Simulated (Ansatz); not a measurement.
TaC (rock salt)

```
CELL_PARAMETERS angstrom
      0.00000     2.23793     2.23793
      2.23793     0.00000     2.23793
      2.23793     2.23793     0.00000
ATOMIC_POSITIONS crystal
  C  0.00000 0.00000 0.00000
  Ta 0.50000 0.50000 0.50000
```

E(V) scan at fixed shape, V₀ the volume above. Symmetry pins the atoms to their sites.

Calculation: PBE (plane waves to 420 eV, PAW, scalar-relativistic; Ansatz, a first-principles code). k mesh 18×18×18 (Γ-centred), Fermi-Dirac smearing 0.05 eV. E stands for the smeared free energy. Compression counts positive. Spin-orbit coupling is left out, though Ta is heavy. TaC is run without spin polarisation. TaC was relaxed with its symmetry unable to fall. ΔE is measured from the relaxed starting cell. The last digit holds for this mesh only.

```
V (Å³/atom)  ΔE (meV/atom)
-----------  -------------
10.087               135.9
10.274            withheld
10.461                56.8
10.648                31.0
10.835                13.4
11.021                 3.3
11.208                 0.0
11.395                 3.1
11.582                11.9
11.769                26.0
11.956                45.0
12.142                68.5
12.329                96.0
```

### Question
Fit a third-order Birch-Murnaghan form (E₀, V₀, B₀, B₀′ free) to the given rows and predict ΔE at V = 10.274.

### Answer
Least squares on the 12 given rows: ΔE = E₀ + (9V₀B₀/16)·y²·[2 + (B₀′ − 4)y], y = (V₀/V)^(2/3) − 1, with V₀ = 11.209 Å³/atom, B₀ = 323.7 GPa (160.2 GPa = 1 eV/Å³; the term in eV is multiplied by 1000), B₀′ = 4.14, E₀ = 0.03 meV/atom; root-mean-square residual 0.03 meV/atom. At 10.274 the fit gives 91.5 meV/atom; the calculation gives 91.5 meV/atom, the same to the digits shown. For the pressure the fit gives 33.8 GPa against the computed 33.8 GPa.

(A scan under strain: stresses follow from slopes of the energy per volume, elastic moduli from its curvatures.)
